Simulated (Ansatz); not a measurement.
Relaxed-ion elastic tensor of MgZn₂ in space group P6_3/mmc (No. 194; Mg on 4f, Zn on 2a, Zn on 6h) in GPa (Voigt order), DFT-PBEsol in the program Ansatz with PAW potentials; density 5.41 g/cm³, 15.87 Å³ per atom.

```
 120  56.5  40.4   0.0   0.0   0.0
56.5   120  40.4   0.0   0.0   0.0
40.4  40.4   148   0.0   0.0   0.0
 0.0   0.0   0.0  32.2   0.0   0.0
 0.0   0.0   0.0   0.0  32.2   0.0
 0.0   0.0   0.0   0.0   0.0  32.0
```

### Question
Is the crystal mechanically stable?

### Answer
Yes: the smallest eigenvalue of C is 32.0 GPa.

### Question
Work out the Voigt, Reuss and Hill averages.

### Answer
K_V = 73.7, K_R = 73.6, K_H = 73.7; G_V = 36.0, G_R = 34.7, G_H = 35.4 GPa.

### Question
Give Young's modulus, Poisson's ratio, Pugh's ratio and the universal anisotropy index.

### Answer
E = 9KG/(3K + G) = 91.4 GPa; ν = 0.29; K/G = 2.08 (ductile by the Pugh limit of 1.75); A_U = 5G_V/G_R + K_V/K_R − 6 = 0.19.

### Question
Estimate the sound speeds and the Debye temperature.

### Answer
v_l = √((K + 4G/3)/ρ) = 4730 m/s, v_t = √(G/ρ) = 2560 m/s, mean 2850 m/s; Θ = (h/k)(3n/4πV)^(1/3) v_m = 338 K.

### Question
How much does each axis shrink under pressure?

### Answer
Linear compressibilities β_i = Σ_j S_ij (j = 1 to 3): x 4.7, y 4.7, z 4.2 per TPa.

The first step of the workflow began from a Materials Project structure, measured or hypothetical; the Crystallography Open Database copy checked does not list it. Its standing as an ambient phase is unchecked. The cell was relaxed with PBEsol under the symmetry of its start; of distortions, only those at the zone centre were tested. As this level gives no gap, shear constants depend on the k-mesh and smearing (Fermi–Dirac, 0.1 eV here). On the denser mesh and wider smearing of the elastic run this cell carries a stress of 0.7 GPa.

Potentials: the later of the program's two PAW sets.
